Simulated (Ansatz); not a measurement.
Input deck for Ansatz 0.2.0, then the block of the output on the nuclei.

The cell is a structure deposited in the COD whose atoms were relaxed with PBE, the cell held.

```yaml
crystal:
  lattice:
    - [3.5158, 2.0298480764, 5.5050333333]
    - [-3.5158, 2.0298480764, 5.5050333333]
    - [0.0, -4.0596961528, 5.5050333333]
  atoms:
    - { symbol: La, position: [0.0, 0.0, 0.0] }
    - { symbol: Al, position: [0.0, 0.0, 0.5] }
    - { symbol: Al, position: [0.5, 0.0, 0.0] }
    - { symbol: Al, position: [0.0, 0.5, 0.0] }
    - { symbol: H, position: [0.3194852071, 0.7142829983, 0.3194852071] }
    - { symbol: H, position: [0.3194852071, 0.3194852071, 0.7142829983] }
    - { symbol: H, position: [0.7142829983, 0.3194852071, 0.3194852071] }
    - { symbol: H, position: [0.6805147929, 0.2857170017, 0.6805147929] }
    - { symbol: H, position: [0.2857170017, 0.6805147929, 0.6805147929] }
    - { symbol: H, position: [0.6805147929, 0.6805147929, 0.2857170017] }
    - { symbol: As, position: [0.3164716133, 0.3164716133, 0.3164716133] }
    - { symbol: As, position: [0.6835283867, 0.6835283867, 0.6835283867] }
    - { symbol: O, position: [0.5818354255, 0.5818354255, 0.5818354255] }
    - { symbol: O, position: [0.4181645745, 0.4181645745, 0.4181645745] }
    - { symbol: O, position: [0.1487978789, 0.5409238864, 0.1487978789] }
    - { symbol: O, position: [0.1487978789, 0.1487978789, 0.5409238864] }
    - { symbol: O, position: [0.5409238864, 0.1487978789, 0.1487978789] }
    - { symbol: O, position: [0.8512021211, 0.4590761136, 0.8512021211] }
    - { symbol: O, position: [0.4590761136, 0.8512021211, 0.8512021211] }
    - { symbol: O, position: [0.8512021211, 0.8512021211, 0.4590761136] }
    - { symbol: O, position: [0.260954863, 0.8897253234, 0.260954863] }
    - { symbol: O, position: [0.260954863, 0.260954863, 0.8897253234] }
    - { symbol: O, position: [0.8897253234, 0.260954863, 0.260954863] }
    - { symbol: O, position: [0.739045137, 0.1102746766, 0.739045137] }
    - { symbol: O, position: [0.1102746766, 0.739045137, 0.739045137] }
    - { symbol: O, position: [0.739045137, 0.739045137, 0.1102746766] }
kpoints:
  mp_grid: { grid: [4, 4, 4] }
scf:
  occupations: { method: fermi_dirac, width: 0.02 }
hamiltonian:
  xc: r2scan
  pseudopotentials: { kind: paw }
output:
  forces: true
  stress: true
  populations: true
  efg:
    quadrupole_moments_barn: { La: 0.206, Al: 0.1466, H: 0.00285783, As: 0.311, O: -0.02558 }
    contact_densities: true
  write_density: true
  write_potential: true
  elf: true
  volumetric_format: npy
```

```sh
ansatz run input.yaml --threads 1 --pin off --max-ram 2560MiB --backend cpu --events-out ev --progress --plain --runs-dir out
```

Of the output, the block on the nuclei alone is shown; the set-up, the SCF iterations, energies, forces and stress are cut. One atom of each set with nearly equal values is shown.

```
--- PAW observables at the nuclei: V_zz in 10²¹ V/m², potentials from the cell's mean, atoms counted from 1 ---
  atom   1  La V_zz =    +0.298697   η = 0.0000   by run symmetry: allowed   C_q = +1.4878 MHz
            electrostatic potential = -9870.820406 V   contact ρ = 2245797.826489 e/Å³
  atom   2  Al V_zz =    +0.932629   η = 0.1262   by run symmetry: allowed   C_q = +3.3060 MHz
            electrostatic potential = -1228.780257 V   contact ρ = 10060.108173 e/Å³
  atom   5  H  V_zz =    +2.680367   η = 0.0661   by run symmetry: allowed   C_q = +0.1852 MHz
            electrostatic potential = -40.696616 V   contact ρ = 2.678111 e/Å³
  atom  11  As V_zz =    -4.573727   η = 0.0000   by run symmetry: allowed   C_q = -34.3942 MHz
            electrostatic potential = -4512.324170 V   contact ρ = 235248.922085 e/Å³
  atom  13  O  V_zz =   +13.264297   η = 0.0000   by run symmetry: allowed   C_q = -8.2043 MHz
            electrostatic potential = -623.082998 V   contact ρ = 2153.794211 e/Å³
  atom  15  O  V_zz =   +12.892190   η = 0.4508   by run symmetry: allowed   C_q = -7.9741 MHz
            electrostatic potential = -622.981712 V   contact ρ = 2151.765625 e/Å³
  atom  21  O  V_zz =    +9.375656   η = 0.6447   by run symmetry: allowed   C_q = -5.7990 MHz
            electrostatic potential = -622.935470 V   contact ρ = 2149.067568 e/Å³
```

The run took 61 s of wall time (61 s of CPU time) and 1.2 GiB at its peak, on 1 thread of Arm Neoverse V2 (aarch64; 8 cores open to the job, memory cap 2.5 GiB, no GPU), a shared host with a load of 0.6 a core.

The largest force is 0.7 eV/Å, so the atoms aren't at the calculated equilibrium and relaxing them would move these values. Without spin–orbit coupling (the program notes it for La) the gradients are little affected as a rule: paired runs on crystals with a gap mostly move them by under 2 % at such atoms. With these PAW files V_zz is typically within 2 to 3 % of all-electron values, but misses above 10 % occur on Al. The entry's hydrogen positions were far off; the other atoms hardly move on relaxation.
